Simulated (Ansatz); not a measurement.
The following input was run with Ansatz 0.2.0.

```yaml
crystal:
  lattice:
    - [3.5769192868, 0.0, 0.0]
    - [0.0, 3.5769192868, 0.0]
    - [0.0, 0.0, 6.4445446922]
  atoms:
    - { symbol: Mn, position: [0.0, 0.5, 0.1489425589], spin: -3.0 }
    - { symbol: Mn, position: [0.5, 0.0, 0.8510574411], spin: -3.0 }
    - { symbol: Cu, position: [0.0, 0.0, 0.5] }
    - { symbol: Cu, position: [0.5, 0.5, 0.5] }
    - { symbol: As, position: [0.0, 0.5, 0.7770891694] }
    - { symbol: As, position: [0.5, 0.0, 0.2229108306] }
basis:
  ecutwfc: 420
kpoints:
  mp_grid: { grid: [10, 10, 6] }
hamiltonian:
  xc: pbesol
scf:
  occupations: { method: gaussian, width: 0.1 }
output:
  forces: true
  stress: true
  eigenvalues: true
  populations: true
  write_density: true
  write_potential: true
  elf: true
  volumetric_format: npy
magnetization:
  spin_polarized: true
relax:
  adjacent_minimum: "off"
  f_tol: 0.01
  max_steps: 30
  cell: { stress_tol: 0.1, fix: [volume] }
```

Run as
```bash
ansatz run input.yaml --threads 2 --pin off --max-ram 5120MiB --backend cpu --events-out ev --progress --plain --runs-dir out
```

All numbers below come from Ansatz 0.2.0, DFT PBEsol, scalar-relativistic, plane waves, PAW.

Part of what the program printed, abridged:

```
Pseudopotentials: kind: paw
Pseudopotential: Mn, paw, valence charge 15, recommended cutoff 420 eV (normal)
Pseudopotential: Cu, paw, valence charge 19, recommended cutoff 420 eV (normal)
Pseudopotential: As, paw, valence charge 15, recommended cutoff 420 eV (normal)
Functional definition: PBEsol
Crystal: 6 atoms, lattice volume = 82.454 Å³
Basis set: ecut = 420 eV, 1593 PW (Γ), exchange–correlation on 48×48×90 points (8 copies of the dense FFT grid, shifted against one another)
Bands: 63, of which v1, the nominal top of the filled ones, is band 49 counted from 1 (48 counted from 0)
Symmetry: 16 space group operations
Space group: P4/nmm (ITA 129), of the structure as read, at distance tolerance 4.4e-5 Å
Magnetic group: BNS 129.411 (UNI 1071), of the structure as read, at distance tolerance 4.4e-5 Å
k-points: 84 of 600
Initial density: superposition of atomic densities (chi_scale 0.1, normalization cell)
Starting moments: Σ|m| = 6 μB on 2 of 6 sites
Initial wavefunctions: pseudopotential atomic-orbital guess
Functional: x = pbesol(κ = 0.804, μ = 0.12345679), c = pbesol(β = 0.046)
SCF iter   1: F=—  HF=-30542.362076 eV  |F-HF|=—  |Δ(HF+E_count)|=         —  Δρ=1.34e-1 (↑1.34e-1 ↓1.19e-1) dr2=4.74e1  dr2_m=2.29e-1  M=-6.076 μB ∫|m|=6.423 μB  β_m=0.30  ethr=3.10e-3  ⟨swp⟩=4.8  Hψ=32884  notcnv=0  defer=56
Mixer restart at iter 1: flushing history
spin=Collinear: Kerker preconditioning applied to the charge; magnetization (m = ρ↑ − ρ↓) channel mixes plain (no charge-response kernel on spin).
SCF iter   2: F=—  HF=-30541.592352 eV  |F-HF|=—  |Δ(HF+E_count)|=   7.70e-1  Δρ=3.65e-2 (↑3.65e-2 ↓3.45e-2) dr2=1.39e0  dr2_m=7.95e-2  M=-5.910 μB ∫|m|=6.346 μB  β_m=0.27  ethr=3.10e-3  ⟨swp⟩=3.0  Hψ=25560  notcnv=0  defer=992
SCF iter   3: F=—  HF=-30540.533567 eV  |F-HF|=—  |Δ(HF+E_count)|=    1.06e0  Δρ=1.93e-2 (↑1.79e-2 ↓1.93e-2) dr2=1.67e0  dr2_m=8.11e-2  M=-5.990 μB ∫|m|=6.424 μB  β_m=0.40  ethr=1.41e-3  ⟨swp⟩=2.4  Hψ=21942  notcnv=0  defer=1020
SCF iter   4: F=—  HF=-30540.958435 eV  |F-HF|=—  |Δ(HF+E_count)|=   4.25e-1  Δρ=1.32e-2 (↑1.29e-2 ↓1.32e-2) dr2=1.18e0  dr2_m=1.44e-2  M=-5.984 μB ∫|m|=6.470 μB  β_m=0.50  ethr=1.41e-3  ⟨swp⟩=2.0  Hψ=14509  notcnv=0  defer=1017
SCF iter   5: F=—  HF=-30541.035407 eV  |F-HF|=—  |Δ(HF+E_count)|=   7.70e-2  Δρ=4.06e-3 (↑3.94e-3 ↓4.06e-3) dr2=1.89e-1  dr2_m=3.03e-4  M=-5.963 μB ∫|m|=6.492 μB  β_m=0.73  ethr=1.20e-3  ⟨swp⟩=2.0  Hψ=13173  notcnv=0  defer=1021
SCF iter   6: F=—  HF=-30541.015973 eV  |F-HF|=—  |Δ(HF+E_count)|=         —  Δρ=3.82e-3 (↑3.73e-3 ↓3.82e-3) dr2=3.49e-2  dr2_m=8.05e-5  M=-5.949 μB ∫|m|=6.498 μB  β_m=0.73  ethr=1.92e-4  ⟨swp⟩=2.1  Hψ=14424  notcnv=0  defer=1016
Mixer restart at iter 6: flushing history
SCF iter   7: F=—  HF=-30541.026443 eV  |F-HF|=—  |Δ(HF+E_count)|=   1.05e-2  Δρ=5.06e-3 (↑3.26e-3 ↓5.06e-3) dr2=2.11e-2  dr2_m=6.40e-3  M=-6.032 μB ∫|m|=6.577 μB  β_m=0.57  ethr=3.57e-5  ⟨swp⟩=2.0  Hψ=19766  notcnv=0  defer=1018
SCF iter   8: F=—  HF=-30541.020010 eV  |F-HF|=—  |Δ(HF+E_count)|=   6.43e-3  Δρ=2.13e-3 (↑2.13e-3 ↓1.38e-3) dr2=4.38e-3  dr2_m=1.18e-3  M=-6.011 μB ∫|m|=6.559 μB  β_m=0.67  ethr=2.15e-5  ⟨swp⟩=2.0  Hψ=19559  notcnv=0  defer=1018
SCF iter   9: F=—  HF=-30541.020843 eV  |F-HF|=—  |Δ(HF+E_count)|=   8.33e-4  Δρ=1.76e-3 (↑1.76e-3 ↓1.54e-3) dr2=5.64e-3  dr2_m=9.48e-5  M=-6.025 μB ∫|m|=6.572 μB  β_m=0.58  ethr=4.47e-6  ⟨swp⟩=2.0  Hψ=18855  notcnv=0  defer=1018
SCF iter  10: F=—  HF=-30541.019885 eV  |F-HF|=—  |Δ(HF+E_count)|=   9.58e-4  Δρ=1.02e-3 (↑7.90e-4 ↓1.02e-3) dr2=1.64e-3  dr2_m=1.25e-4  M=-6.039 μB ∫|m|=6.587 μB  β_m=0.71  ethr=4.47e-6  ⟨swp⟩=2.0  Hψ=13542  notcnv=0  defer=1018
SCF iter  11: F=—  HF=-30541.019665 eV  |F-HF|=—  |Δ(HF+E_count)|=   2.20e-4  Δρ=2.02e-4 (↑1.55e-4 ↓2.02e-4) dr2=1.15e-4  dr2_m=2.23e-6  M=-6.035 μB ∫|m|=6.584 μB  β_m=0.61  ethr=1.67e-6  ⟨swp⟩=2.0  Hψ=12047  notcnv=0  defer=1018
SCF iter  12: F=—  HF=-30541.019650 eV  |F-HF|=—  |Δ(HF+E_count)|=   1.51e-5  Δρ=5.51e-5 (↑3.53e-5 ↓5.51e-5) dr2=1.77e-5  dr2_m=1.58e-7  M=-6.035 μB ∫|m|=6.584 μB  β_m=0.70  ethr=1.17e-7  ⟨swp⟩=2.7  Hψ=16279  notcnv=0  defer=1018
SCF iter  13: F=—  HF=-30541.019650 eV  |F-HF|=—  |Δ(HF+E_count)|=   9.43e-8  Δρ=2.33e-5 (↑2.33e-5 ↓1.25e-5) dr2=1.00e-6  dr2_m=9.14e-8  M=-6.034 μB ∫|m|=6.583 μB  β_m=0.85  ethr=1.81e-8  ⟨swp⟩=1.6  Hψ=10802  notcnv=0  defer=1018
SCF iter  14: F=—  HF=-30541.019651 eV  |F-HF|=—  |Δ(HF+E_count)|=   3.69e-7  Δρ=1.89e-5 (↑1.89e-5 ↓1.70e-5) dr2=1.01e-6  dr2_m=1.19e-9  M=-6.033 μB ∫|m|=6.583 μB  β_m=0.92  ethr=1.02e-9  ⟨swp⟩=2.0  Hψ=13625  notcnv=0  defer=1018
SCF iter  15: F=—  HF=-30541.019651 eV  |F-HF|=—  |Δ(HF+E_count)|=   1.29e-7  Δρ=6.28e-6 (↑6.28e-6 ↓3.85e-6) dr2=7.31e-8  dr2_m=2.13e-9  M=-6.033 μB ∫|m|=6.583 μB  β_m=0.92  ethr=1.02e-9  ⟨swp⟩=1.2  Hψ=10640  notcnv=0  defer=1018
SCF iter  16: F=-30541.019651 eV  HF=-30541.019651 eV  |F-HF|=3.15e-8  |Δ(HF+E_count)|=   3.64e-8  Δρ=3.31e-6 (↑3.31e-6 ↓2.76e-6) dr2=3.17e-8  dr2_m=1.28e-10  M=-6.033 μB ∫|m|=6.583 μB  ethr=7.46e-11  ⟨swp⟩=11.6  Hψ=71664  notcnv=0
SCF 1 converged in 16 iterations: F = -30541.019651 eV  dr2 = 3.17e-8
relax step   1: F+E_penalty+E_count = -30541.01965074 eV  Δ(F+E_penalty+E_count) = +0.000e0 eV  max|allowed force component| = 9.749e-2 eV/Å  Δτ_max = 0.0000 Å  P = -2.812 GPa  Ω = 82.454 Å³  fix = [volume]  reactions: volume -2.812 GPa (16 SCF iters, dr2 threshold 1.00e-7 eV, accepted)
Basis set: ecut = 420 eV, 1585 PW (Γ), exchange–correlation on 48×48×90 points (8 copies of the dense FFT grid, shifted against one another)
Initial density: handed on by an earlier stage of this run
Starting moments: Σ|m| = 6 μB on 2 of 6 sites; this step starts from the density that it was given
Initial wavefunctions: those handed on with the density
SCF iter   1: F=—  HF=-30541.021877 eV  |F-HF|=—  |Δ(HF+E_count)|=         —  Δρ=1.33e-3 (↑1.08e-3 ↓1.33e-3) dr2=5.99e-4  dr2_m=9.45e-4  M=-6.075 μB ∫|m|=6.617 μB  β_m=0.65  ethr=6.63e-7  ⟨swp⟩=2.0  Hψ=42246  notcnv=0
spin=Collinear: Kerker preconditioning applied to the charge; magnetization (m = ρ↑ − ρ↓) channel mixes plain (no charge-response kernel on spin).
SCF iter   2: F=—  HF=-30541.021826 eV  |F-HF|=—  |Δ(HF+E_count)|=   5.12e-5  Δρ=5.78e-4 (↑5.78e-4 ↓5.14e-4) dr2=5.78e-4  dr2_m=7.03e-5  M=-6.072 μB ∫|m|=6.615 μB  β_m=0.50  ethr=6.11e-7  ⟨swp⟩=2.0  Hψ=17579  notcnv=0
SCF iter   3: F=—  HF=-30541.021864 eV  |F-HF|=—  |Δ(HF+E_count)|=   3.84e-5  Δρ=5.76e-4 (↑5.76e-4 ↓5.19e-4) dr2=3.22e-4  dr2_m=1.02e-4  M=-6.079 μB ∫|m|=6.622 μB  β_m=0.44  ethr=5.90e-7  ⟨swp⟩=2.0  Hψ=18830  notcnv=0
SCF iter   4: F=—  HF=-30541.021797 eV  |F-HF|=—  |Δ(HF+E_count)|=   6.74e-5  Δρ=1.98e-4 (↑1.98e-4 ↓1.53e-4) dr2=3.97e-5  dr2_m=1.82e-5  M=-6.081 μB ∫|m|=6.624 μB  β_m=0.51  ethr=3.29e-7  ⟨swp⟩=2.0  Hψ=13663  notcnv=0
SCF iter   5: F=—  HF=-30541.021811 eV  |F-HF|=—  |Δ(HF+E_count)|=   1.42e-5  Δρ=1.08e-4 (↑1.08e-4 ↓6.51e-5) dr2=1.78e-5  dr2_m=3.42e-6  M=-6.085 μB ∫|m|=6.628 μB  β_m=0.75  ethr=4.05e-8  ⟨swp⟩=2.0  Hψ=11900  notcnv=0
SCF iter   6: F=—  HF=-30541.021815 eV  |F-HF|=—  |Δ(HF+E_count)|=   4.29e-6  Δρ=5.95e-5 (↑3.54e-5 ↓5.95e-5) dr2=3.20e-6  dr2_m=6.58e-7  M=-6.090 μB ∫|m|=6.633 μB  β_m=0.88  ethr=1.81e-8  ⟨swp⟩=2.1  Hψ=15660  notcnv=0
SCF iter   7: F=—  HF=-30541.021816 eV  |F-HF|=—  |Δ(HF+E_count)|=   4.86e-7  Δρ=2.13e-5 (↑1.39e-5 ↓2.13e-5) dr2=6.81e-7  dr2_m=2.73e-8  M=-6.089 μB ∫|m|=6.632 μB  β_m=0.81  ethr=3.27e-9  ⟨swp⟩=2.0  Hψ=11599  notcnv=0
SCF iter   8: F=—  HF=-30541.021816 eV  |F-HF|=—  |Δ(HF+E_count)|=   9.35e-8  Δρ=4.18e-6 (↑4.18e-6 ↓3.50e-6) dr2=3.87e-8  dr2_m=1.89e-10  M=-6.089 μB ∫|m|=6.632 μB  β_m=0.90  ethr=6.94e-10  ⟨swp⟩=2.0  Hψ=13646  notcnv=0
SCF iter   9: F=-30541.021816 eV  HF=-30541.021816 eV  |F-HF|=1.50e-7  |Δ(HF+E_count)|=   8.40e-8  Δρ=7.88e-6 (↑7.88e-6 ↓4.35e-6) dr2=1.60e-7  dr2_m=2.80e-9  M=-6.089 μB ∫|m|=6.632 μB  ethr=3.95e-11  ⟨swp⟩=5.2  Hψ=59366  notcnv=0
SCF 2 converged in 9 iterations: F = -30541.021816 eV  dr2 = 1.60e-7
relax step   2: F+E_penalty+E_count = -30541.02181570 eV  Δ(F+E_penalty+E_count) = -2.165e-3 eV  max|allowed force component| = 5.548e-2 eV/Å  Δτ_max = 0.0083 Å  P = -2.609 GPa  Ω = 82.454 Å³  energy of the carried Pulay correction = +1.092e-17 eV  fix = [volume]  reactions: volume -2.609 GPa (9 SCF iters, dr2 threshold 5.94e-7 eV, accepted)
Basis set: ecut = 420 eV, 1589 PW (Γ), exchange–correlation on 48×48×90 points (8 copies of the dense FFT grid, shifted against one another)
SCF iter   1: F=—  HF=-30541.023632 eV  |F-HF|=—  |Δ(HF+E_count)|=         —  Δρ=2.51e-3 (↑2.11e-3 ↓2.51e-3) dr2=1.93e-3  dr2_m=3.50e-3  M=-6.171 μB ∫|m|=6.698 μB  β_m=0.65  ethr=1.98e-6  ⟨swp⟩=2.0  Hψ=50579  notcnv=0
spin=Collinear: Kerker preconditioning applied to the charge; magnetization (m = ρ↑ − ρ↓) channel mixes plain (no charge-response kernel on spin).
SCF iter   2: F=—  HF=-30541.023559 eV  |F-HF|=—  |Δ(HF+E_count)|=   7.35e-5  Δρ=1.11e-3 (↑1.11e-3 ↓1.02e-3) dr2=1.95e-3  dr2_m=2.93e-4  M=-6.168 μB ∫|m|=6.696 μB  β_m=0.51  ethr=1.97e-6  ⟨swp⟩=2.0  Hψ=18074  notcnv=0
SCF iter   3: F=—  HF=-30541.023721 eV  |F-HF|=—  |Δ(HF+E_count)|=   1.62e-4  Δρ=1.15e-3 (↑1.15e-3 ↓1.03e-3) dr2=1.30e-3  dr2_m=3.95e-4  M=-6.182 μB ∫|m|=6.709 μB  β_m=0.44  ethr=1.97e-6  ⟨swp⟩=2.0  Hψ=18827  notcnv=0
SCF iter   4: F=—  HF=-30541.023436 eV  |F-HF|=—  |Δ(HF+E_count)|=   2.85e-4  Δρ=3.68e-4 (↑3.68e-4 ↓2.83e-4) dr2=1.15e-4  dr2_m=6.41e-5  M=-6.187 μB ∫|m|=6.714 μB  β_m=0.53  ethr=1.32e-6  ⟨swp⟩=2.0  Hψ=13636  notcnv=0
SCF iter   5: F=—  HF=-30541.023485 eV  |F-HF|=—  |Δ(HF+E_count)|=   4.94e-5  Δρ=2.03e-4 (↑2.03e-4 ↓1.23e-4) dr2=5.09e-5  dr2_m=1.34e-5  M=-6.195 μB ∫|m|=6.721 μB  β_m=0.77  ethr=1.17e-7  ⟨swp⟩=2.0  Hψ=11955  notcnv=0
SCF iter   6: F=—  HF=-30541.023502 eV  |F-HF|=—  |Δ(HF+E_count)|=   1.65e-5  Δρ=9.32e-5 (↑6.00e-5 ↓9.32e-5) dr2=8.67e-6  dr2_m=1.57e-6  M=-6.204 μB ∫|m|=6.730 μB  β_m=0.88  ethr=5.19e-8  ⟨swp⟩=2.0  Hψ=15571  notcnv=0
SCF iter   7: F=—  HF=-30541.023502 eV  |F-HF|=—  |Δ(HF+E_count)|=   1.85e-7  Δρ=3.23e-5 (↑2.28e-5 ↓3.23e-5) dr2=1.58e-6  dr2_m=6.33e-8  M=-6.203 μB ∫|m|=6.729 μB  β_m=0.80  ethr=8.84e-9  ⟨swp⟩=2.0  Hψ=11729  notcnv=0
SCF iter   8: F=—  HF=-30541.023502 eV  |F-HF|=—  |Δ(HF+E_count)|=   1.26e-7  Δρ=8.20e-6 (↑8.20e-6 ↓5.60e-6) dr2=1.19e-7  dr2_m=1.86e-9  M=-6.203 μB ∫|m|=6.729 μB  β_m=0.90  ethr=1.61e-9  ⟨swp⟩=2.0  Hψ=13744  notcnv=0
SCF iter   9: F=—  HF=-30541.023502 eV  |F-HF|=—  |Δ(HF+E_count)|=   1.98e-7  Δρ=3.60e-6 (↑3.60e-6 ↓1.24e-6) dr2=1.73e-8  dr2_m=1.95e-9  M=-6.202 μB ∫|m|=6.728 μB  β_m=0.80  ethr=1.22e-10  ⟨swp⟩=2.0  Hψ=17419  notcnv=0
SCF iter  10: F=-30541.023502 eV  HF=-30541.023502 eV  |F-HF|=4.21e-8  |Δ(HF+E_count)|=   2.85e-8  Δρ=4.44e-6 (↑4.44e-6 ↓2.51e-6) dr2=4.78e-8  dr2_m=9.04e-10  M=-6.202 μB ∫|m|=6.728 μB  ethr=1.77e-11  ⟨swp⟩=5.0  Hψ=57864  notcnv=0
SCF 3 converged in 10 iterations: F = -30541.023502 eV  dr2 = 4.78e-8
relax step   3: F+E_penalty+E_count = -30541.02350208 eV  Δ(F+E_penalty+E_count) = -1.686e-3 eV  max|allowed force component| = 6.396e-3 eV/Å  Δτ_max = 0.0162 Å  P = -2.171 GPa  Ω = 82.454 Å³  energy of the carried Pulay correction = -1.638e-17 eV  fix = [volume]  reactions: volume -2.171 GPa (10 SCF iters, dr2 threshold 2.45e-7 eV, accepted)
Basis set: ecut = 420 eV, 1589 PW (Γ), exchange–correlation on 50×50×90 points (8 copies of the dense FFT grid, shifted against one another)
Initial wavefunctions: pseudopotential atomic-orbital guess (no wavefunctions were taken with the density)
SCF iter   1: F=—  HF=-30541.023488 eV  |F-HF|=—  |Δ(HF+E_count)|=         —  Δρ=7.37e-5 (↑7.23e-5 ↓7.37e-5) dr2=3.76e-7  dr2_m=1.00e-8  M=-6.202 μB ∫|m|=6.728 μB  β_m=0.65  ethr=1.51e-8  ⟨swp⟩=3.4  Hψ=64847  notcnv=0
spin=Collinear: Kerker preconditioning applied to the charge; magnetization (m = ρ↑ − ρ↓) channel mixes plain (no charge-response kernel on spin).
SCF iter   2: F=—  HF=-30541.023496 eV  |F-HF|=—  |Δ(HF+E_count)|=   7.63e-6  Δρ=2.64e-5 (↑2.59e-5 ↓2.64e-5) dr2=5.06e-8  dr2_m=1.89e-9  M=-6.202 μB ∫|m|=6.728 μB  β_m=0.65  ethr=3.83e-10  ⟨swp⟩=1.8  Hψ=11909  notcnv=0
SCF iter   3: F=—  HF=-30541.023497 eV  |F-HF|=—  |Δ(HF+E_count)|=   1.02e-6  Δρ=2.19e-6 (↑2.19e-6 ↓1.85e-6) dr2=6.83e-9  dr2_m=3.25e-10  M=-6.202 μB ∫|m|=6.728 μB  β_m=0.54  ethr=5.16e-11  ⟨swp⟩=2.0  Hψ=14335  notcnv=0
SCF iter   4: F=—  HF=-30541.023497 eV  |F-HF|=—  |Δ(HF+E_count)|=   5.49e-8  Δρ=9.31e-7 (↑9.31e-7 ↓6.76e-7) dr2=9.47e-10  dr2_m=2.87e-10  M=-6.202 μB ∫|m|=6.728 μB  β_m=0.66  ethr=6.97e-12  ⟨swp⟩=2.0  Hψ=18146  notcnv=0
SCF iter   5: F=—  HF=-30541.023497 eV  |F-HF|=—  |Δ(HF+E_count)|=  1.89e-10  Δρ=9.00e-7 (↑4.97e-7 ↓9.00e-7) dr2=1.30e-10  dr2_m=3.38e-10  M=-6.202 μB ∫|m|=6.728 μB  β_m=0.67  ethr=1.00e-12  ⟨swp⟩=2.1  Hψ=14676  notcnv=0
SCF iter   6: F=-30541.023497 eV  HF=-30541.023497 eV  |F-HF|=9.09e-11  |Δ(HF+E_count)|=  1.16e-10  Δρ=1.96e-7 (↑1.90e-7 ↓1.96e-7) dr2=1.03e-10  dr2_m=3.01e-13  M=-6.202 μB ∫|m|=6.728 μB  ethr=1.00e-12  ⟨swp⟩=4.1  Hψ=46949  notcnv=0
SCF 4 converged in 6 iterations: F = -30541.023497 eV  dr2 = 1.03e-10
WARN: an SCF from antiferromagnetic starting moments (3.10, -3.10, 0.00, 0.00, 0.00, 0.00 Bohr magnetons, atom by atom) was not made, by what the run has read of turns of its moments that order reads lower: the deck asks for what bars it, or types moments that do (magnetization.spin_polarized, in the input reference, names some of the keys), or the run goes by scf.lower_state_search: light, the default, which as a rule tries one only behind a close that has lost an order of both signs, or on which an open d or half-filled 4f shell of a PAW file has lost a moment that was set nearer to Hund's than to what is left; or, under a Hubbard U, one that names an f shell that the input leaves bare bes ...
SCF converged after 6 iterations
Magnetization: -6.2018 μB (45.8991 up, 52.1009 down)
Absolute magnetization: 6.7345 μB (∫|ρ↑−ρ↓|, with the PAW one-centre terms)
Spin contamination: 0.2584 ħ² per cell (⟨S²⟩ above its minimum at these occupations)
Per-site moments (μB) at R_I (Å): [(-2.95925543, 0.99211842), (-2.95925543, 0.99211842), (-0.01679085, 1.03872105), (-0.01679085, 1.03872105), (0.03350432, 0.99211842), (0.03350432, 0.99211842)]
Free energy (F): -30541.023497 eV
Harris-Foulkes:  -30541.023497 eV  (|F-HF|=9.09e-11)
Internal energy: -30541.002162 eV  (E = F + TS)
E sigma→0 (E₀):  -30541.012829 eV
Entropy (-TS):   -0.021335 eV (-3.556 meV/atom)
Fermi energy:    16.365049 eV
--- Per-component energies (eV) ---
  E_band       = -1501.063977
  E_kinetic    = 1422.120549
  E_local      = -15677.424651  (includes V_loc(G=0)·N_el)
  E_nonlocal   = -48.609513
  E_hartree    = 7270.337167
  E_xc         = -561.821529
  E_vxc        = -680.482359  (∫ρ·V_xc dr)
  E_paw        = -9394.485915  (= ΣΔE_a)
  E_vpaw       = -1057.342606  (= ΣTr[D̂ρ^β])
  E_aug_tail   = 0.000525  (compensation charges beyond the density's cutoff)
  E_ewald      = -13553.803358
  E_core_change = 2.684562  (= ΣΔE_core)
  E_smearing   = -0.021335  (= −TS)
--- Forces (eV/Å), atoms counted from 1 ---
  atom   1  Mn     0.00000000     0.00000000     0.00403620
  atom   2  Mn     0.00000000     0.00000000    -0.00403620
  atom   3  Cu     0.00000000     0.00000000     0.00000000
  atom   4  Cu     0.00000000     0.00000000     0.00000000
  atom   5  As     0.00000000     0.00000000    -0.00638022
  atom   6  As     0.00000000     0.00000000     0.00638022
--- Stress (GPa, compression-positive) ---
       -2.163188       0.000000       0.000000
        0.000000      -2.163188       0.000000
        0.000000       0.000000      -2.185242
  P = ⅓ Tr σ = -2.1705 GPa (-21.705 kbar)
--- Band table (eV; the first three rows and the last of 168) ---
  k-point 0 ↑: bands = ["-96.6091", "-96.5989", "-60.8774", "-60.8734", "-54.1582", "-54.1582", "-54.1577", "-54.1464", "-54.1019", "-54.1019", "-29.8454", "-29.8454", "-29.8397", "-29.8288", "-29.8288", "-29.8192", "-19.7892", "-19.7882", "-19.7867", "-19.7860", "-19.7837", "-19.7829", "-19.7813", "-19.7813", "-19.7799", "-19.7799", "2.4482", "3.9651", "8.6151", "11.1248", "11.6052", "11.6052", "11.7600", "12.3502", "12.7354", "13.0475", "13.0475", "13.2994", "13.7387", "14.1959", "14.2411", "14.2411", "15.3175", "16.0097", "16.1371", "16.1371", "16.1952", "16.1952", "16.2929", "16.3682", "16.9576", "18.2610", "18.7126", "18.7126", "19.6787", "19.8324", "22.0585", "22.0585", "22.2517", "23. ...
  k-point 1 ↑: bands = ["-96.6091", "-96.5989", "-60.8774", "-60.8734", "-54.1582", "-54.1582", "-54.1576", "-54.1464", "-54.1019", "-54.1019", "-29.8454", "-29.8454", "-29.8396", "-29.8288", "-29.8288", "-29.8193", "-19.7892", "-19.7882", "-19.7867", "-19.7861", "-19.7837", "-19.7829", "-19.7813", "-19.7813", "-19.7799", "-19.7799", "2.5253", "3.8234", "8.7993", "11.0152", "11.6084", "11.6084", "11.7603", "12.3871", "12.7598", "13.0601", "13.0601", "13.1458", "13.7387", "14.1959", "14.2213", "14.2213", "15.1698", "15.8437", "15.8437", "16.1315", "16.3614", "16.4626", "16.5178", "16.5178", "16.9643", "18.3702", "18.7048", "18.7048", "19.7629", "19.8236", "22.0975", "22.0975", "22.2410", "22. ...
  k-point 2 ↑: bands = ["-96.6091", "-96.5989", "-60.8774", "-60.8734", "-54.1582", "-54.1582", "-54.1576", "-54.1464", "-54.1019", "-54.1019", "-29.8454", "-29.8454", "-29.8396", "-29.8288", "-29.8288", "-29.8193", "-19.7893", "-19.7881", "-19.7867", "-19.7861", "-19.7835", "-19.7831", "-19.7812", "-19.7812", "-19.7799", "-19.7799", "2.7479", "3.4811", "9.2461", "10.6800", "11.6149", "11.6149", "11.7609", "12.5010", "12.8120", "12.8814", "13.0858", "13.0858", "13.7387", "14.1839", "14.1839", "14.1959", "14.9443", "15.6095", "15.6095", "16.3015", "16.3483", "16.7155", "16.8217", "16.8217", "16.9774", "18.6589", "18.6664", "18.6664", "19.7705", "19.9665", "21.5958", "22.2079", "22.2079", "22. ...
  k-point 83 ↓: bands = ["-96.6549", "-96.6549", "-64.1574", "-64.1574", "-54.2154", "-54.2154", "-54.2050", "-54.2050", "-54.1381", "-54.1381", "-33.1477", "-33.1477", "-33.1296", "-33.1296", "-32.8968", "-32.8968", "-19.7893", "-19.7893", "-19.7814", "-19.7814", "-19.7775", "-19.7775", "-19.7762", "-19.7762", "-19.7630", "-19.7630", "4.7769", "4.7769", "9.7306", "9.7306", "10.9084", "10.9084", "11.3551", "11.3551", "12.0670", "12.0670", "12.1182", "12.1182", "13.0337", "13.0337", "13.2213", "13.2213", "13.3179", "13.3179", "14.2789", "14.2789", "14.4847", "14.4847", "14.5854", "14.5854", "15.7788", "15.7788", "15.8046", "15.8046", "19.1292", "19.1292", "20.1730", "20.1730", "20.6503", "20. ...
--- Relaxed structure (3 steps of the walk, 3 accepted, 1 SCFs on fresh bases) ---
  F+E_penalty+E_count = -30541.02349672 eV   max|allowed force component| = 6.380e-3 eV/Å   (the final SCF, on the basis selected at the relaxed cell)
  cell:  # Å, volume = 82.4538 Å³
    - [3.59272405, 0.0, 0.0]
    - [0.0, 3.59272405, 0.0]
    - [0.0, 0.0, 6.38796896]
  atoms:
    - { symbol: Mn, position: [0.0, 0.5, 0.15275520] }
    - { symbol: Mn, position: [0.5, 0.0, 0.84724479] }
    - { symbol: Cu, position: [0.0, 0.0, 0.50000000] }
    - { symbol: Cu, position: [0.5, 0.5, 0.50000000] }
    - { symbol: As, position: [0.0, 0.5, 0.77624498] }
    - { symbol: As, position: [0.5, 0.0, 0.22375501] }
--- Löwdin populations: 6 sites ---
  site symbol q [e]    m [muB]
     0     Mn     14.4385    -3.1984
     1     Mn     14.4385    -3.1984
     2     Cu     18.4847     0.0035
     3     Cu     18.4847     0.0035
     4     As     15.6750     0.0488
     5     As     15.6750     0.0488
  spilling = 0.008199 (of n_electrons = 98.000000)
```

The relaxation met its thresholds.

Time: 2.8 min on 2 threads of Arm Neoverse V1, on a shared host, peak memory 0.88 GiB.

The state reached may not be the lowest one. The program reads another magnetic order as possibly lower. Only parallel moments were tried here.